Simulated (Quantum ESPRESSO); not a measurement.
## NbTi2O5F3 (finding a planted mistake in a log)

Simulated, not a measurement. The program is pw.x of Quantum ESPRESSO 7.5 (plane-wave density functional theory). The cell is made up: 11 atoms on a rutile lattice with one site empty, with randomly drawn elements, strain and displacements, not relaxed. PseudoDojo standard norm-conserving files (v0.5 for PBE, v0.4.1 for LDA and PBEsol) set the functional; there is no spin polarisation, spin-orbit coupling or dispersion term, and the masses in the input are unused placeholders.

Intended input:

```
&control calculation='scf', pseudo_dir='./dojo.nc.sr.pbe.v0_5.standard.upf', outdir='./o', disk_io='medium', tprnfor=.true., tstress=.true. /
&system ibrav=0, nat=11, ntyp=4, nbnd=50, ecutwfc=84.00895049, nosym=.true., tot_charge=0,
 occupations='smearing', smearing='fd', degauss=0.0018374661
/
&electrons conv_thr=7.350e-09, electron_maxstep=60, /
ATOMIC_SPECIES
F 1.0 F.upf
Nb 1.0 Nb.upf
O 1.0 O.upf
Ti 1.0 Ti.upf
CELL_PARAMETERS angstrom
4.8087 0.0677 -0.0264
0.0677 4.7386 0.0033
-0.0337 0.0043 6.0483
ATOMIC_POSITIONS angstrom
Nb 0.0643 -0.0111 0.0159
Ti -0.0093 -0.0061 3.0439
Ti 2.3921 2.4299 4.547
O 1.4656 1.4641 0.0179
O 3.3884 3.3184 0.017
O 3.8541 0.9856 1.4957
O 0.9883 3.803 1.5042
F 1.4717 1.4473 3.0173
O 3.3719 3.3575 3.0187
F 3.8837 0.9775 4.5314
F 0.9962 3.832 4.5403
K_POINTS automatic
5 5 4 1 1 1
```

The log is shortened where brackets say so; the opening notice, blank lines, dates and the lines on written files are dropped, and the path of the files is cut. It prints rydbergs, bohrs and kilobars, and counts compression as positive stress. Where no state is partly filled, the Fermi energy that it prints is only some level between the filled and the empty states on the mesh, and need not lie in the true gap.

Log of the intended run:

```
     Program PWSCF v.7.5
     Parallel version (MPI & OpenMP), running on       1 processor cores
     Number of MPI processes:                 1
     Threads/MPI process:                     1
     [start-up lines left out]
     bravais-lattice index     =            0
     lattice parameter (alat)  =       9.0882  a.u.
     unit-cell volume          =     929.8368 (a.u.)^3
     number of atoms/cell      =           11
     number of atomic types    =            4
     number of electrons       =        88.00
     number of Kohn-Sham states=           50
     kinetic-energy cutoff     =      84.0090  Ry
     charge density cutoff     =     336.0358  Ry
     scf convergence threshold =      7.3E-09
     mixing beta               =       0.7000
     number of iterations used =            8  plain     mixing
     Exchange-correlation= PBE
                           (   1   4   3   4   0   0   0)
     [axes and pseudopotential details left out]
   Cartesian axes
     site n.     atom                  positions (alat units)
         1        Nb     tau(   1) = (   0.0133701  -0.0023081   0.0033061  )
         2        Ti     tau(   2) = (  -0.0019338  -0.0012684   0.6329263  )
         3        Ti     tau(   3) = (   0.4973957   0.5052556   0.9454699  )
         4        O      tau(   4) = (   0.3047461   0.3044342   0.0037220  )
         5        O      tau(   5) = (   0.7045591   0.6900038   0.0035349  )
         6        O      tau(   6) = (   0.8013933   0.2049384   0.3110049  )
         7        O      tau(   7) = (   0.2054999   0.7907680   0.3127723  )
         8        F      tau(   8) = (   0.3060145   0.3009410   0.6273953  )
         9        O      tau(   9) = (   0.7011282   0.6981339   0.6276864  )
        10        F      tau(  10) = (   0.8075481   0.2032542   0.9422261  )
        11        F      tau(  11) = (   0.2071425   0.7967980   0.9440767  )
     number of k points=    50  Fermi-Dirac smearing, width (Ry)=  0.0018
                       cart. coord. in units 2pi/alat
        k(    1) = (   0.0991518   0.1000048   0.0998739), wk =   0.0400000
        k(    2) = (   0.1002453   0.0998507   0.2986653), wk =   0.0400000
     [further k points left out]
     Dense  grid:    96707 G-vectors     FFT dimensions: (  54,  54,  72)
     Estimated max dynamical RAM per process >     145.21 MB
     Initial potential from superposition of free atoms
     starting charge      87.9945, renormalised to      88.0000
     Starting wfcs are   62 randomized atomic wfcs
     total cpu time spent up to now is       21.6 secs
     per-process dynamical memory:    90.6 Mb
     Self-consistent Calculation
     iteration #  1     ecut=    84.01 Ry     beta= 0.70
     Davidson diagonalization with overlap
     ethr =  1.00E-02,  avg # of iterations =  2.0
     total cpu time spent up to now is       66.2 secs
     total energy              =    -672.01148462 Ry
     estimated scf accuracy    <       6.55422830 Ry
     iteration #  2     ecut=    84.01 Ry     beta= 0.70
     Davidson diagonalization with overlap
     ethr =  7.45E-03,  avg # of iterations =  7.3
     total cpu time spent up to now is      141.4 secs
     total energy              =    -663.11404269 Ry
     estimated scf accuracy    <     139.82050034 Ry
     [iterations 3 to 19 left out]
     iteration # 20     ecut=    84.01 Ry     beta= 0.70
     Davidson diagonalization with overlap
     ethr =  2.19E-11,  avg # of iterations =  5.0
     total cpu time spent up to now is     1235.2 secs
     total energy              =    -675.96709281 Ry
     estimated scf accuracy    <       0.00000003 Ry
     iteration # 21     ecut=    84.01 Ry     beta= 0.70
     Davidson diagonalization with overlap
     ethr =  2.19E-11,  avg # of iterations =  4.4
     total cpu time spent up to now is     1297.3 secs
     End of self-consistent calculation
     [lines on levels left out]
     the Fermi energy is     7.1555 ev
!    total energy              =    -675.96709281 Ry
     estimated scf accuracy    <          3.3E-09 Ry
     smearing contrib. (-TS)   =      -0.00000000 Ry
     internal energy E=F+TS    =    -675.96709281 Ry
     The total energy is F=E-TS. E is the sum of the following terms:
     one-electron contribution =    -288.96927850 Ry
     hartree contribution      =     183.75871844 Ry
     xc contribution           =    -135.08899958 Ry
     ewald contribution        =    -435.66753317 Ry
     convergence has been achieved in  21 iterations
     Forces acting on atoms (cartesian axes, Ry/au):
     atom    1 type  2   force =    -0.01654181    0.01748405    0.45304218
     atom    2 type  4   force =    -0.11187161   -0.05736317   -0.36479670
     atom    3 type  4   force =     0.11030261    0.05076599    0.07738561
     atom    4 type  3   force =    -0.04248494   -0.04725953   -0.12881348
     atom    5 type  3   force =     0.01563055    0.01889485   -0.14885866
     atom    6 type  3   force =     0.10302844   -0.08548295    0.01076920
     atom    7 type  3   force =    -0.06866054    0.07917781    0.00570288
     atom    8 type  1   force =    -0.02480088   -0.02314391    0.05592567
     atom    9 type  3   force =     0.04550606    0.04089736    0.12166834
     atom   10 type  1   force =    -0.04046284    0.03897600   -0.04034758
     atom   11 type  1   force =     0.03035496   -0.03294650   -0.04167746
     Total force =     0.692272     Total SCF correction =     0.000118
     Computing stress (Cartesian axis) and pressure
          total   stress  (Ry/bohr**3)                   (kbar)     P=      -97.68
  -0.00066457  -0.00111255   0.00010854          -97.76     -163.66       15.97
  -0.00111255  -0.00054319   0.00008268         -163.66      -79.91       12.16
   0.00010854   0.00008268  -0.00078420           15.97       12.16     -115.36
     init_run     :     18.71s CPU     21.46s WALL (       1 calls)
     electrons    :   1189.13s CPU   1275.77s WALL (       1 calls)
     forces       :      9.20s CPU      9.38s WALL (       1 calls)
     stress       :     34.44s CPU     34.66s WALL (       1 calls)
     [timing details left out]
     PWSCF        :  20m52.00s CPU  22m24.70s WALL
     JOB DONE.
```

A second run was made from an input with one planted mistake. Its log:

```
     Program PWSCF v.7.5
     Parallel version (MPI & OpenMP), running on       4 processor cores
     Number of MPI processes:                 4
     Threads/MPI process:                     1
     [start-up lines left out]
     bravais-lattice index     =            0
     lattice parameter (alat)  =       9.0882  a.u.
     unit-cell volume          =     929.8368 (a.u.)^3
     number of atoms/cell      =           11
     number of atomic types    =            4
     number of electrons       =        88.00
     number of Kohn-Sham states=           50
     kinetic-energy cutoff     =      84.0090  Ry
     charge density cutoff     =     336.0358  Ry
     scf convergence threshold =      2.2E-02
     mixing beta               =       0.7000
     number of iterations used =            8  plain     mixing
     Exchange-correlation= PBE
                           (   1   4   3   4   0   0   0)
     [axes and pseudopotential details left out]
   Cartesian axes
     site n.     atom                  positions (alat units)
         1        Nb     tau(   1) = (   0.0133701  -0.0023081   0.0033061  )
         2        Ti     tau(   2) = (  -0.0019338  -0.0012684   0.6329263  )
         3        Ti     tau(   3) = (   0.4973957   0.5052556   0.9454699  )
         4        O      tau(   4) = (   0.3047461   0.3044342   0.0037220  )
         5        O      tau(   5) = (   0.7045591   0.6900038   0.0035349  )
         6        O      tau(   6) = (   0.8013933   0.2049384   0.3110049  )
         7        O      tau(   7) = (   0.2054999   0.7907680   0.3127723  )
         8        F      tau(   8) = (   0.3060145   0.3009410   0.6273953  )
         9        O      tau(   9) = (   0.7011282   0.6981339   0.6276864  )
        10        F      tau(  10) = (   0.8075481   0.2032542   0.9422261  )
        11        F      tau(  11) = (   0.2071425   0.7967980   0.9440767  )
     number of k points=    50  Fermi-Dirac smearing, width (Ry)=  0.0018
                       cart. coord. in units 2pi/alat
        k(    1) = (   0.0991518   0.1000048   0.0998739), wk =   0.0400000
        k(    2) = (   0.1002453   0.0998507   0.2986653), wk =   0.0400000
     [further k points left out]
     Dense  grid:    96707 G-vectors     FFT dimensions: (  54,  54,  72)
     Estimated max dynamical RAM per process >     265.12 MB
     Estimated total dynamical RAM >     989.67 MB
     Initial potential from superposition of free atoms
     starting charge      87.9945, renormalised to      88.0000
     Starting wfcs are   62 randomized atomic wfcs
     total cpu time spent up to now is        4.1 secs
     per-process dynamical memory:   212.3 Mb
     Self-consistent Calculation
     iteration #  1     ecut=    84.01 Ry     beta= 0.70
     Davidson diagonalization with overlap
     ethr =  1.00E-02,  avg # of iterations =  2.0
     total cpu time spent up to now is       10.6 secs
     total energy              =    -672.00914177 Ry
     estimated scf accuracy    <       6.55663997 Ry
     iteration #  2     ecut=    84.01 Ry     beta= 0.70
     Davidson diagonalization with overlap
     ethr =  7.45E-03,  avg # of iterations =  7.3
     total cpu time spent up to now is       22.7 secs
     total energy              =    -663.11186315 Ry
     estimated scf accuracy    <     139.86041291 Ry
     [iterations 3 to 8 left out]
     iteration #  9     ecut=    84.01 Ry     beta= 0.70
     Davidson diagonalization with overlap
     ethr =  4.48E-05,  avg # of iterations =  1.0
     total cpu time spent up to now is       78.7 secs
     total energy              =    -675.96593712 Ry
     estimated scf accuracy    <       0.02232442 Ry
     iteration # 10     ecut=    84.01 Ry     beta= 0.70
     Davidson diagonalization with overlap
     ethr =  2.54E-05,  avg # of iterations =  2.6
     total cpu time spent up to now is       85.4 secs
     End of self-consistent calculation
     [lines on levels left out]
     the Fermi energy is     7.1493 ev
!    total energy              =    -675.96156951 Ry
     estimated scf accuracy    <       0.00594006 Ry
     smearing contrib. (-TS)   =      -0.00000000 Ry
     internal energy E=F+TS    =    -675.96156951 Ry
     The total energy is F=E-TS. E is the sum of the following terms:
     one-electron contribution =    -289.56085080 Ry
     hartree contribution      =     184.37218609 Ry
     xc contribution           =    -135.10537163 Ry
     ewald contribution        =    -435.66753317 Ry
     convergence has been achieved in  10 iterations
     Forces acting on atoms (cartesian axes, Ry/au):
     atom    1 type  2   force =    -0.01657568    0.01805874    0.45328813
     atom    2 type  4   force =    -0.11165545   -0.05458381   -0.36346383
     atom    3 type  4   force =     0.11049090    0.05014726    0.07778148
     atom    4 type  3   force =    -0.04251620   -0.04782873   -0.13036918
     atom    5 type  3   force =     0.01508324    0.01779095   -0.15008860
     atom    6 type  3   force =     0.10243898   -0.08494775    0.01368080
     atom    7 type  3   force =    -0.06898303    0.07859336    0.00756559
     atom    8 type  1   force =    -0.02478001   -0.02383526    0.05512072
     atom    9 type  3   force =     0.04618827    0.04137756    0.12088688
     atom   10 type  1   force =    -0.04055862    0.03891971   -0.04166457
     atom   11 type  1   force =     0.03086760   -0.03369201   -0.04273741
     Total force =     0.692053     Total SCF correction =     0.220817
     SCF correction compared to forces is large: reduce conv_thr to get better values
     Computing stress (Cartesian axis) and pressure
          total   stress  (Ry/bohr**3)                   (kbar)     P=      -69.01
  -0.00046631  -0.00109279   0.00009957          -68.60     -160.75       14.65
  -0.00109279  -0.00034226   0.00007929         -160.75      -50.35       11.66
   0.00009957   0.00007929  -0.00059871           14.65       11.66      -88.07
     init_run     :      3.88s CPU      4.04s WALL (       1 calls)
     electrons    :     80.76s CPU     81.38s WALL (       1 calls)
     forces       :      1.37s CPU      1.41s WALL (       1 calls)
     stress       :      4.51s CPU      4.51s WALL (       1 calls)
     [timing details left out]
     PWSCF        :   1m30.62s CPU   1m31.50s WALL
     JOB DONE.
```

Question: what was wrong in the second input?

Answer: the self-consistency threshold is too loose. The input lines that differ, file-writing options aside:

```
- &electrons conv_thr=7.350e-09, electron_maxstep=60, /
+ &electrons conv_thr=2.205e-02, electron_maxstep=60, /
```

|  | intended run | run with the mistake |
| --- | --- | --- |
| free energy (eV) | -9197.001 | -9196.926 |
| smearing term -TS (eV) | 0.0000 | 0.0000 |
| pressure (GPa) | -9.77 | -6.90 |
| largest force component (eV/Å) | 11.648 | 11.655 |
| largest change of a force component (eV/Å) |  | 0.075 |
| iterations | 21 | 10 |

For scale, a rerun of the intended cell at a cutoff of 1467 eV and k mesh 7 x 7 x 6 moved values by no more than 0.004 eV in energy, 0.04 GPa in stress and 0.002 eV/Å in force.